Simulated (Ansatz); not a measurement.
In2Ag in space group I4/mcm (No. 140; In on 8h, Ag on 4a), the program Ansatz at the r²SCAN level (PAW), all energies at zero smearing, with the estimated change up to a 700 eV cutoff added, with one set of potentials and settings (totals compare only within such a set). Cell of 6 atoms (4 In, 2 Ag): -37655.448 eV.

```json
[
 {"element": "In", "reference phase": "I4/mmm, 1 atoms in the cell", "E (eV/atom)": "-5611.8204"},
 {"element": "Ag", "reference phase": "R-3m, 3 atoms in the cell", "E (eV/atom)": "-7603.9440"}
]
```

Formation energy per atom, worked out: (-37655.448 − 4×(-5611.8204) − 2×(-7603.9440))/6 = -0.046 eV/atom (-4 kJ per mol of atoms), at 0 K, without zero-point energy or fitted corrections.

The first step of the workflow began from a Materials Project structure, measured or hypothetical; the Crystallography Open Database files this formula in space group No. 140, but the cells were not matched. Its standing as an ambient phase is unchecked. Symmetry was held in the r²SCAN relaxation; its stability against distortions is not shown here. The run is not spin-polarised. The references are the lowest solids computed at this level, not always the standard phases.

Potentials: the later of the program's two PAW sets.
